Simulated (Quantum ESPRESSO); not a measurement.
```cif
data_Sn4Te4
_chemical_formula_sum 'Sn4 Te4'
_space_group_name_H-M_alt 'Fm-3m'
_space_group_IT_number 225
_space_group_name_Hall '-F 4 2 3'
_cell_length_a 6.37163
_cell_length_b 6.37163
_cell_length_c 6.37163
_cell_angle_alpha 90.000
_cell_angle_beta 90.000
_cell_angle_gamma 90.000
loop_
_atom_site_label
_atom_site_type_symbol
_atom_site_symmetry_multiplicity
_atom_site_Wyckoff_symbol
_atom_site_fract_x
_atom_site_fract_y
_atom_site_fract_z
_atom_site_occupancy
Sn1 Sn 4 a 0.00000 0.00000 0.00000 1
Te1 Te 4 b 0.50000 0.50000 0.50000 1
```
(The calculation used a cell of 2 atoms; values per cell refer to that cell.)

The geometry is that of Materials Project entry mp-1883, symmetrised and not relaxed again.

What does PBEsol (pw.x of Quantum ESPRESSO, ONCV potentials, with spin-orbit coupling) give for the electronic structure near the Fermi level?

The PBEsol gap is direct, 0.20 eV at L. So small a PBEsol gap in heavy elements may be inverted, where one-shot corrections to single bands mislead.
